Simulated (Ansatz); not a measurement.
HfCrAgS₄, one structure, two calculations

Cell: a Materials Project structure (computed, not necessarily an observed phase), taken as it stands.

Space group P2/m (No. 10); a = 6.1004, b = 3.6106, c = 12.9314 Å, β = 91.19°.

```csv
site,Wyckoff,site symmetry,x,y,z
Hf,2n,m,0.5126,0.5000,0.7468
Cr,2m,m,0.0142,0.0000,0.2452
Ag5,1e,2/m,0.5000,0.5000,0.0000
Ag6,1c,2/m,0.0000,0.0000,0.5000
S7,2n,m,0.1530,0.5000,0.1382
S9,2m,m,0.6659,0.0000,0.6333
S11,2m,m,0.6750,0.0000,0.1425
S13,2n,m,0.1409,0.5000,0.6500
```

One atom of each set is listed.

First run. The numbers come from a DFT calculation in Ansatz (PBE, plane waves and PAW, scalar-relativistic, collinear spin, 420 eV cutoff, Γ-centred 5×8×3 k-points, Fermi–Dirac smearing 0.02 eV). Start moments as typed (μB): 3 on each Cr, none on the rest.

```json
{"site": "Hf", "V_zz (10²¹ V/m²)": "-5.79", "η": "0.66", "m (μB)": "0.02"}
{"site": "Cr", "V_zz (10²¹ V/m²)": "1.26", "η": "0.02", "m (μB)": "2.65"}
{"site": "Ag5", "V_zz (10²¹ V/m²)": "-1.39", "η": "0.61", "m (μB)": "0.01"}
{"site": "Ag6", "V_zz (10²¹ V/m²)": "-2.23", "η": "0.77", "m (μB)": "0.01"}
{"site": "S7", "V_zz (10²¹ V/m²)": "-7.40", "η": "0.22", "m (μB)": "-0.01"}
{"site": "S9", "V_zz (10²¹ V/m²)": "4.13", "η": "0.99", "m (μB)": "-0.01"}
{"site": "S11", "V_zz (10²¹ V/m²)": "4.20", "η": "0.53", "m (μB)": "-0.01"}
{"site": "S13", "V_zz (10²¹ V/m²)": "-4.50", "η": "0.64", "m (μB)": "-0.02"}
```

Second run. The same atoms and settings, except that the functional is r2SCAN and the cutoff is 500 eV.

(1) Given the first result, estimate the second.

Answers

(1) 

| site | V_zz | η | change of V_zz | m (μB) |
| --- | --- | --- | --- | --- |
| Hf | -6.07 | 0.52 | -0.28 | 0.02 |
| Cr | 1.11 | 0.04 | -0.15 | 2.76 |
| Ag5 | -1.44 | 0.86 | -0.05 | 0.00 |
| Ag6 | -2.50 | 0.69 | -0.27 | 0.00 |
| S7 | -6.66 | 0.14 | +0.74 | -0.03 |
| S9 | 3.74 | 0.98 | -0.39 | -0.01 |
| S11 | 3.59 | 0.46 | -0.61 | -0.02 |
| S13 | -4.07 | 0.73 | +0.43 | -0.04 |

The largest change of V_zz is on S7, from -7.40 to -6.66. In per cent, |V_zz| changes by +5 on Hf, -12 on Cr, +4 to +12 on Ag, -14 to -9 on S (all sites that start above 0.5). Where |V_zz| stays above 0.1, η moves most on Ag5, from 0.61 to 0.86. The absolute magnetisation of the cell goes from 6.8 to 7.0 μB.

Without spin–orbit coupling the gradients at and beside Hf can be off by some per cent, at some sites by more. All moments are parallel here, as the start or the cell imposes; many such compounds order antiparallel, where fields and spin densities carried over to other atoms largely cancel. The magnetic order is the one that the run reached from its start moments, not necessarily the measured one.
For the second run: The program didn't check the stability of this electronic state in full, so a lower one may lie near.
